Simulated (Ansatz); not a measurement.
One starting cell of BN (a generated trial cell of BN in the 4H structure type) was relaxed twice with Ansatz (plane waves, PAW, scalar-relativistic): with r2SCAN at 500 eV and with PBE at 420 eV. The r2SCAN result:

```cif
data_B4N4
_chemical_formula_sum 'B4 N4'
_space_group_name_H-M_alt 'P63mc'
_space_group_IT_number 186
_space_group_name_Hall 'P 6c -2c'
_cell_length_a 2.54801
_cell_length_b 2.54801
_cell_length_c 8.37530
_cell_angle_alpha 90.000
_cell_angle_beta 90.000
_cell_angle_gamma 120.000
loop_
_atom_site_label
_atom_site_type_symbol
_atom_site_symmetry_multiplicity
_atom_site_Wyckoff_symbol
_atom_site_fract_x
_atom_site_fract_y
_atom_site_fract_z
_atom_site_occupancy
B1 B 2 a 0.00000 0.00000 0.49977 1
B2 B 2 b 0.33333 0.66667 0.25047 1
N1 N 2 a 0.00000 0.00000 0.31317 1
N2 N 2 b 0.33333 0.66667 0.06222 1
```

```
quantity                          r2SCAN    PBE
--------------------------------  ------  -----
space group                        P6₃mc  P6₃mc
volume (Å³/atom)                    5.89      ?
a (Å)                              2.548      ?
c (Å)                              8.375      ?
gap (eV, no spin-orbit coupling)    6.08      ?
```

### Question
What does PBE give for the same quantities?

### Answer

- volume (Å³/atom), PBE: 5.96
- a (Å), PBE: 2.559
- c (Å), PBE: 8.409
- gap (eV, no spin-orbit coupling), PBE: 5.50

Both levels end in the same structure; PBE's volume is 1.2 % larger; its gap is 0.58 eV smaller. Neither column is exact.

No spin polarisation in the result.

The run could not lose the symmetry of its start.

The first start was generated by placing the elements on the sites of a structure type. A measured structure of BN has the same space group, P6₃mc (No. 186); the sites were not compared with it.

Ansatz is a first-principles code.
